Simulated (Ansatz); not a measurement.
The calculation used Ansatz 0.2.0, DFT PBE, scalar-relativistic, plane waves, PAW. Settings: cutoff 420 eV, Γ-centred meshes spaced at most about 0.3 Å⁻¹, and about 0.25 Å⁻¹ or finer for metals (2π included), Gaussian smearing. No spin polarisation in the final relaxations.

All energies are static (0 K, no zero-point motion).

Two relaxed structures of Mg2Ge3N:

A.

```xyz
6
Lattice="2.8720 1.6582 3.6071 -2.8720 1.6582 3.6071 0.0000 -3.3163 3.6071" Properties=species:S:1:pos:R:3 pbc="T T T"
Mg    0.0000    0.0000    1.3789
Mg    0.0000    0.0000    9.4425
Ge   -1.4360   -0.8291    3.6071
Ge    1.4360   -0.8291    3.6071
Ge    0.0000    1.6582    3.6071
N     0.0000    0.0000    5.4107
```

B.

```xyz
6
Lattice="3.3350 0.0000 0.0000 0.0000 3.3350 0.0000 0.0000 0.0000 9.0896" Properties=species:S:1:pos:R:3 pbc="T T T"
Mg    0.0000    1.6675    7.0414
Mg    1.6675    0.0000    2.0482
Ge    1.6675    1.6675    0.0000
Ge    0.0000    1.6675    3.8626
Ge    1.6675    0.0000    5.2270
N     0.0000    0.0000    0.0000
```

Problem. Which is lower in energy, and by how much?

Solution. B is lower, by 142 meV/atom. A has space group R-3m (No. 166), 17.2 Å³/atom and no gap on its mesh; B has space group P-4m2 (No. 115), 16.8 Å³/atom and no gap. Counting Ge or N atoms around Mg (for each partner element, those within 1.25 times its shortest distance or 1.15 times the sum of covalent radii, where it is the nearest in units of that sum or under 1.3; a plus sign parts groups by distance over the sum of covalent radii), A has Mg 3+6 and B has Mg 9. Even the lower one lies +0.29 eV/atom against the reference forms of the elements (uncorrected), so neither is stable at this level. In A, Mg has 1 Mg at 2.76 Å, 3 Ge at 2.78 Å, 6 Ge at 3.19 Å, 3 N at 3.34 Å and 3 Mg at 3.42 Å; Ge has 2 N at 2.45 Å, 2 Mg at 2.78 Å, 4 Ge at 2.87 Å and 4 Mg at 3.19 Å; N is surrounded by 6 Ge at 2.45 Å and 6 Mg at 3.34 Å. In B, Mg has 2 Ge at 2.64 Å, 2 N at 2.64 Å, 4 Ge at 2.98 Å, 1 Ge at 3.18 Å and 4 Mg at 3.34 Å; around Ge on a site of symmetry -4m2 lie 4 N at 2.36 Å and 4 Mg at 2.64 Å; around N lie 4 Ge at 2.36 Å and 4 Mg at 2.64 Å; 1 more site not described. Both come from invented guesses. A third cell relaxed alike, in P-3m1, lies 27 meV/atom below the lower of the two.

Cells relaxed within their symmetry can be saddle points.
